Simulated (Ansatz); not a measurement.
Relaxation of a generated trial cell of Si2W in the C54 structure type; 6 atoms in the cell, which starts as Fddd, origin choice 1 (No. 70), oF24; a = 4.769 Å, b = 8.214 Å, c = 8.496 Å, α = β = γ = 90.00°. All values below come from r2SCAN (plane waves to 500 eV, PAW, scalar-relativistic; Ansatz, a program for electronic structure). Γ-centred k-mesh 6×6×6 on the run's cell (coarser than for final values), Fermi–Dirac smearing 0.05 eV. This is the first round of the run. 

The optimiser's lines from the output (shortened; P is positive under compression):

```
relax step   1: F+E_penalty+E_count = -23351.67442333 eV  Δ(F+E_penalty+E_count) = +0.000e0 eV  max|allowed force component| = 2.428e-1 eV/Å  Δτ_max = 0.0000 Å  P = -6.003 GPa  Ω = 83.211 Å³  (7 SCF iters, dr2 threshold 1.00e-7 eV, accepted)
relax step   2: F+E_penalty+E_count = -23351.88749637 eV  Δ(F+E_penalty+E_count) = -2.131e-1 eV  max|allowed force component| = 1.615e-1 eV/Å  Δτ_max = 0.0120 Å  P = +2.625 GPa  Ω = 79.763 Å³  (6 SCF iters, dr2 threshold 6.00e-7 eV, accepted)
relax step   3: F+E_penalty+E_count = -23351.92696665 eV  Δ(F+E_penalty+E_count) = -3.947e-2 eV  max|allowed force component| = 2.208e-2 eV/Å  Δτ_max = 0.0067 Å  P = +0.844 GPa  Ω = 80.121 Å³  (5 SCF iters, dr2 threshold 6.00e-7 eV, accepted)
relax step   4: F+E_penalty+E_count = -23351.94469701 eV  Δ(F+E_penalty+E_count) = -1.773e-2 eV  max|allowed force component| = 1.700e-1 eV/Å  Δτ_max = 0.0001 Å  P = +0.296 GPa  Ω = 80.119 Å³  (5 SCF iters, dr2 threshold 6.00e-7 eV, accepted)
relax step   5: F+E_penalty+E_count = -23351.95147413 eV  Δ(F+E_penalty+E_count) = -6.777e-3 eV  max|allowed force component| = 1.027e-1 eV/Å  Δτ_max = 0.0099 Å  P = -0.374 GPa  Ω = 80.299 Å³  (5 SCF iters, dr2 threshold 6.00e-7 eV, accepted)
relax step   6: F+E_penalty+E_count = -23351.95445896 eV  Δ(F+E_penalty+E_count) = -2.985e-3 eV  max|allowed force component| = 6.095e-3 eV/Å  Δτ_max = 0.0112 Å  P = -0.009 GPa  Ω = 80.164 Å³  (5 SCF iters, dr2 threshold 6.00e-7 eV, accepted)
relax step   7: F+E_penalty+E_count = -23351.95457319 eV  Δ(F+E_penalty+E_count) = -1.142e-4 eV  max|allowed force component| = 5.971e-4 eV/Å  Δτ_max = 0.0007 Å  P = +0.022 GPa  Ω = 80.150 Å³  (5 SCF iters, dr2 threshold 6.51e-8 eV, accepted)
relax step   8: F+E_penalty+E_count = -23351.95457282 eV  Δ(F+E_penalty+E_count) = +3.693e-7 eV  max|allowed force component| = 3.149e-4 eV/Å  Δτ_max = 0.0000 Å  P = +0.003 GPa  Ω = 80.157 Å³  (4 SCF iters, dr2 threshold 4.11e-9 eV, accepted)
relax step   9: F+E_penalty+E_count = -23351.95403215 eV  Δ(F+E_penalty+E_count) = +5.407e-4 eV  max|allowed force component| = 3.227e-4 eV/Å  Δτ_max = 0.0000 Å  P = +0.000 GPa  Ω = 80.157 Å³  stress off target by 6.09e-3 GPa  SCF on the basis re-selected at this cell (its energy is not comparable with the rows above)  (6 SCF iters)
```

From the first to the last row the energy changes by -0.05 eV/atom and the volume by -3.7 %. The last row is marked as not comparable with the walk above it, whose basis was carried along; it does compare with step 1, since both stand on a basis selected at the nominal cutoff for their own cell.

Later rounds, restarted from the end of this one on a renewed k-mesh, logged 12 more steps and released under 0.01 eV/atom more. The final structure after all rounds: Fddd, origin choice 1 (No. 70), oF24, AFLOW prototype A2B_oF24_70_e_a (C54, as in TiSi2); a = 4.550 Å, b = 7.869 Å, c = 8.952 Å, α = 90.00°, β = 90.00°, γ = 90.00°. Between re-selections the logged energies stand on a plane-wave basis carried along with the cell. No spin polarisation in the result.

The run could not lose the symmetry of its start: the end is stationary, and may be a saddle point rather than a minimum.

The relaxed structure here is a generated cell of Si2W: the first start was made by placing the elements on the sites of a structure type, and the end was not matched to a known phase here, so it may be hypothetical. Known forms of Si2W include space group No. 139.
